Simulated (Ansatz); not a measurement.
Relaxed BN (wurtzite):

```
CELL_PARAMETERS angstrom
      2.54397     0.00000     0.00000
     -1.27198     2.20314     0.00000
      0.00000     0.00000     4.20774
ATOMIC_POSITIONS crystal
  B  0.66667 0.33333 0.99990
  B  0.33333 0.66667 0.49990
  N  0.66667 0.33333 0.62530
  N  0.33333 0.66667 0.12530
```

Scan: atom 1 (B, nearest neighbour N at 1.561 Å; its periodic images, 2.5 Å or more away, move with it) is displaced along Cartesian [111], direction (0.577, 0.577, 0.577) in Cartesian axes, by s. The other atoms stay.

The numbers are results of r2SCAN (plane waves to 500 eV, PAW, scalar-relativistic; Ansatz, a quantum-chemistry and plane-wave program), not measurements. k mesh 12×12×6 (Γ-centred), Fermi-Dirac smearing 0.05 eV. The energy includes the smearing's −TS. Left out: 1 of 11 points, with atoms too close for the PAW data. BN was relaxed with its symmetry unable to fall. The zero of ΔE is the undisplaced structure.

| s (Å) | ΔE (meV/cell) |
|---|---|
| -0.470 | withheld |
| -0.376 | 1533 |
| -0.282 | 923 |
| -0.188 | 440 |
| -0.094 | 118 |
| 0.000 | 0 |
| 0.094 | 136 |
| 0.188 | 588 |
| 0.282 | 1429 |
| 0.376 | 2759 |

Fit a polynomial form (powers 2, 3, 4) to the given rows and predict ΔE at s = -0.470.

Least squares on the 9 given rows: ΔE = (14300)·s² + (11490)·s³ + (6191)·s⁴, in meV/cell with s in Å; root-mean-square residual 2.7 meV/cell. At -0.470 the fit gives 2268 meV/cell; the calculation gives 2244 meV/cell, so the extrapolation is off by 24 (+1.1 %). The quadratic term alone would give 3159 meV/cell.

(A displaced cell: forces are minus the slopes of the energy, force constants its curvatures, and phonons follow from these.)
